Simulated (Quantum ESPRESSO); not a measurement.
**Band energies of SrGaSnH**

```
SrGaSnH
1.0
    4.42849     0.00000     0.00000
   -2.21424     3.83518     0.00000
    0.00000     0.00000     5.00123
H Ga Sr Sn
1 1 1 1
Direct
  0.66667   0.33333   0.94335
  0.66667   0.33333   0.59741
  0.00000   0.00000   0.99883
  0.33333   0.66667   0.44970
```

PBEsol (Quantum ESPRESSO, PseudoDojo norm-conserving, 80 Ry, with spin-orbit coupling); path ΓMKΓALHA,LM,KH; energies in eV from the valence-band maximum.

| k (1/Å) | point | band 38 | band 39 | band 40 | band 41 | band 42 | band 43 | band 44 | band 45 |
|---|---|---|---|---|---|---|---|---|---|
| 0.00 | Γ | -0.73 | 0.58 | 0.58 | 2.76 | 2.76 | 2.95 | 2.95 | 3.26 |
| 0.23 |  | -1.02 | 1.29 | 1.31 | 2.16 | 2.18 | 2.83 | 2.83 | 3.09 |
| 0.59 |  | -1.30 | 0.45 | 0.45 | 1.77 | 1.77 | 2.44 | 2.44 | 2.76 |
| 0.82 | M | -1.14 | 0.33 | 0.33 | 1.37 | 1.37 | 2.44 | 2.44 | 2.69 |
| 1.17 |  | -1.01 | 0.48 | 0.49 | 2.18 | 2.19 | 3.27 | 3.32 | 3.99 |
| 1.29 | K | -0.98 | 0.38 | 0.38 | 2.39 | 2.39 | 3.17 | 3.18 | 4.54 |
| 1.40 |  | -1.02 | 0.47 | 0.48 | 2.23 | 2.24 | 3.29 | 3.31 | 4.31 |
| 1.71 |  | -1.36 | 1.48 | 1.49 | 1.89 | 1.93 | 2.35 | 2.41 | 3.23 |
| 1.92 |  | -1.37 | 1.65 | 1.66 | 1.92 | 2.04 | 2.62 | 2.62 | 2.95 |
| 2.24 | Γ | -0.73 | 0.58 | 0.58 | 2.76 | 2.76 | 2.95 | 2.95 | 3.26 |
| 2.45 |  | -0.60 | 0.77 | 0.77 | 2.16 | 2.16 | 2.29 | 2.29 | 3.28 |
| 2.76 |  | -0.08 | 0.61 | 0.61 | 1.26 | 1.26 | 1.35 | 1.35 | 2.49 |
| 2.87 | A | 0.00 | 0.44 | 0.44 | 1.16 | 1.16 | 1.25 | 1.25 | 2.40 |
| 2.97 |  | -0.27 | 0.89 | 0.91 | 1.39 | 1.40 | 1.55 | 1.56 | 2.44 |
| 3.28 |  | -1.38 | 1.12 | 1.15 | 2.55 | 2.55 | 2.69 | 2.70 | 3.91 |
| 3.48 |  | -1.86 | 1.11 | 1.12 | 2.83 | 2.83 | 3.44 | 3.44 | 4.11 |
| 3.69 | L | -2.02 | 1.11 | 1.11 | 2.66 | 2.66 | 3.98 | 3.98 | 4.19 |
| 3.80 |  | -1.96 | 1.42 | 1.46 | 2.49 | 2.51 | 3.94 | 3.96 | 4.12 |
| 4.04 |  | -1.78 | 1.69 | 1.71 | 3.03 | 3.07 | 3.91 | 3.91 | 4.12 |
| 4.16 | H | -1.74 | 1.53 | 1.55 | 3.59 | 3.61 | 3.61 | 3.64 | 4.27 |
| 4.35 |  | -1.80 | 1.90 | 1.92 | 2.86 | 2.90 | 3.86 | 3.87 | 3.99 |
| 4.54 |  | -1.67 | 2.01 | 2.03 | 2.65 | 2.68 | 3.29 | 3.30 | 3.74 |
| 4.82 |  | -0.83 | 1.23 | 1.27 | 2.12 | 2.21 | 2.50 | 2.53 | 2.74 |
| 5.01 |  | -0.23 | 0.84 | 0.90 | 1.37 | 1.41 | 1.47 | 1.49 | 2.43 |
| 5.10 | A | 0.00 | 0.44 | 0.44 | 1.16 | 1.16 | 1.25 | 1.25 | 2.40 |
| 5.10 | L | -2.02 | 1.11 | 1.11 | 2.66 | 2.66 | 3.98 | 3.98 | 4.19 |
| 5.19 |  | -1.98 | 0.98 | 0.99 | 2.79 | 2.79 | 3.77 | 3.78 | 4.05 |
| 5.37 |  | -1.66 | 0.52 | 0.52 | 2.34 | 2.35 | 3.43 | 3.43 | 3.78 |
| 5.64 |  | -1.16 | 0.36 | 0.37 | 1.30 | 1.31 | 2.69 | 2.69 | 2.75 |
| 5.73 | M | -1.14 | 0.33 | 0.33 | 1.37 | 1.37 | 2.44 | 2.44 | 2.69 |
| 5.73 | K | -0.98 | 0.38 | 0.38 | 2.39 | 2.39 | 3.17 | 3.18 | 4.54 |
| 6.05 |  | -1.42 | 1.92 | 1.94 | 2.60 | 2.62 | 3.29 | 3.30 | 3.77 |
| 6.36 | H | -1.74 | 1.53 | 1.55 | 3.59 | 3.61 | 3.61 | 3.64 | 4.27 |

The PBEsol gap is 0.29 eV; at least one edge lies off the plotted path, at a point of the SCF mesh. The smallest direct gap is 0.44 eV.

Geometry relaxed with PBEsol.
